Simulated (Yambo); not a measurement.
G0W0@PBEsol for CuI (space group P4/nmm, No. 129) in Yambo. Reference settings: 4×4×2 Γ-centred k mesh, bands 9 to 208 and a 8 Ry block in the screening, 208 bands in G with the Bruneval-Gonze terminator, plasmon pole fitted at 27.2 eV. The PBEsol gap Γ → Γ on this mesh is 1.39 eV; G0W0 gaps are taken between the same points.

With and without the terminator, as bands are cut:

```csv
bands in G (in W),"gap, terminator (eV)","gap, none (eV)","valence shift, terminator (eV)","valence shift, none (eV)"
80 (208),2.420,2.330,-0.643,-0.219
134 (208),2.385,2.290,-0.652,-0.405
208 (208),2.369,2.296,-0.644,-0.506
```

Over this range the gap spans 0.051 eV with the terminator and 0.040 eV without, the valence shift 0.009 eV and 0.287 eV. Neither column has reached its limit for certain.

Spin-orbit coupling is not included.

Geometry relaxed with PBE+D3(BJ); primitive cell a = b = 4.015 Å, c = 6.214 Å, α = β = γ = 90.00°.

This is not the ordinary phase of the substance; no match was found in the copy of COD used, and its stability was not checked.

A shift is the quasiparticle energy of the state minus its PBEsol energy.
